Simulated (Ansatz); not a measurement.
## Y6Al4Pt13: gradients before and after relaxing the atoms

Start: a measured structure from the Crystallography Open Database (COD), atoms as given.

Space group Im-3m (No. 229); a = 9.4422 Å.

```csv
site,Wyckoff,site symmetry,x,y,z
Y,12e,4m.m,0.3004,0.0000,0.0000
Al,8c,.-3m,0.2500,0.2500,0.2500
Pt11,24h,m.m2,0.0000,0.3226,0.3226
Pt23,2a,m-3m,0.0000,0.0000,0.0000
```

One atom of each set is listed; the run and its k-mesh use a cell of 23 atoms with edges of 8.18, 8.18, 8.18 Å.

Computed with Ansatz: DFT, PBE, plane waves and PAW, scalar-relativistic, 420 eV cutoff, Γ-centred 5×5×5 k-points, Fermi–Dirac smearing 0.05 eV.

The largest force at the start is 0.13 eV/Å. Relaxing the ions at fixed cell moves them by 0.015 Å at most (atom 11, Pt) and 0.011 Å rms. End positions:

Y (0.2995, 0.0000, 0.0000)
Al (0.2500, 0.2500, 0.2500)
Pt11 (0.0000, 0.3216, 0.3216)
Pt23 (0.0000, 0.0000, 0.0000)

```
site  moved (Å)                                       first shell before                    first shell after  V_zz before (10²¹ V/m²)  η before
   Y      0.008  9 Pt at 2.84–3.05 Å, 4 Al at 3.37 Å; also 1 Y at 3.77 Å  9 Pt at 2.83–3.04 Å, 4 Al at 3.37 Å                     3.85      0.00
  Al      0.000                                           6 Pt at 2.55 Å                       6 Pt at 2.55 Å                     4.60      0.00
Pt11      0.015                           2 Al at 2.55 Å, 4 Pt at 2.74 Å       2 Al at 2.55 Å, 4 Pt at 2.74 Å                     29.5      0.36
```

**Question.** How do the gradients change?

**Answer.** 

```tsv
site	V_zz after	η after	change of V_zz
Y	4.13	0.00	+0.28
Al	4.63	0.00	+0.03
Pt11	29.7	0.33	+0.19
```

The largest change of V_zz is on Y, from 3.85 to 4.13. In per cent, |V_zz| changes by +7 on Y, +1 on Al, +1 on Pt (all sites that start above 2). Sites without a gradient aren't listed.

At this cell the principal stresses reach 5 GPa in size with PBE, which can matter for small gradients. The run finds no gap above 0.1 eV (a metal, or nearly one), so the gradients can move by 10 % or more with the k-mesh. Spin–orbit coupling is left out, which shifts gradients on Pt by a few per cent in wide-gap crystals, and can shift them far more where the calculated gap is small or absent, as here.
